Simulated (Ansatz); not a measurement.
ZnS:
```yaml
crystal:
  lattice:
    - [3.78233, 0.00000, 0.00000]
    - [-1.89116, 3.27559, 0.00000]
    - [0.00000, 0.00000, 6.20729]
  atoms:
    - { symbol: Zn, position: [0.66667, 0.33333, 0.99968] }
    - { symbol: Zn, position: [0.33333, 0.66667, 0.49968] }
    - { symbol: S, position: [0.66667, 0.33333, 0.62552] }
    - { symbol: S, position: [0.33333, 0.66667, 0.12552] }
```

Relaxed with PBEsol. Independent-particle spectrum: no excitons, no local fields, no scissors shift; 0.1 eV broadening; ε₁ of the summed bands alone.

**Question.** Tabulate the dielectric function from DFT-PBEsol in the program Ansatz with PAW potentials.

**Answer.** 

```csv
E (eV),ε₁ xx,ε₂ xx,ε₁ zz,ε₂ zz
0.0,6.33,0.00,6.44,0.00
0.3,6.34,0.00,6.46,0.00
0.6,6.39,0.00,6.51,0.00
0.9,6.47,0.00,6.59,0.00
1.2,6.60,0.00,6.72,0.00
1.5,6.78,0.00,6.91,0.00
1.8,7.04,0.00,7.17,0.00
2.1,7.56,0.06,7.62,0.01
2.4,7.83,0.64,8.17,0.59
2.7,7.92,0.88,8.22,0.97
3.0,8.15,1.03,8.41,1.19
3.3,8.56,1.17,8.75,1.39
3.6,9.25,1.37,9.28,1.61
3.9,10.80,2.00,10.14,1.92
4.2,10.76,3.96,11.70,2.47
4.5,11.10,6.13,15.49,5.68
4.8,10.67,7.07,10.68,11.48
5.1,10.84,9.48,8.24,11.63
5.4,5.73,10.98,5.32,12.01
5.7,6.88,10.33,2.92,11.24
6.0,3.06,11.33,2.85,8.17
6.3,2.22,8.94,2.51,9.38
6.6,3.81,10.64,3.12,11.67
6.9,-0.08,12.31,-1.59,11.13
7.2,-2.13,9.50,-1.64,8.19
7.5,-2.75,8.09,-1.68,7.45
7.8,-2.32,6.51,-2.14,7.21
8.1,-2.14,5.94,-2.69,6.84
8.4,-2.04,6.22,-2.77,5.42
8.7,-3.41,4.96,-3.19,4.70
9.0,-2.83,3.71,-2.87,3.35
9.3,-2.38,3.33,-2.04,2.94
9.6,-1.88,3.07,-1.48,2.91
9.9,-1.60,3.24,-1.39,3.63
10.2,-1.93,3.23,-1.97,3.34
10.5,-2.14,2.85,-2.12,2.96
10.8,-2.23,2.36,-2.35,2.39
11.1,-2.04,1.80,-2.06,1.77
11.4,-1.61,1.55,-1.63,1.51
11.7,-1.42,1.55,-1.39,1.57
12.0,-1.39,1.50,-1.41,1.51
```

**Question.** From ε at 2.7 eV (xx: 7.92 + 0.88i), find n, k, the normal reflectivity and the absorption coefficient.

**Answer.** n = 2.82, k = 0.156, R = 23 %, α = 2kE/ħc = 43000 cm⁻¹.

With all bands, ε∞ without local fields is 6.42 (xx = yy), 6.54 (zz). DFPT, with local fields, gives 5.98 (xx = yy), 6.17 (zz).

Space group P6_3mc (wurtzite). Symmetry was held in the PBEsol relaxation.

Potentials: the later of the program's two PAW sets.
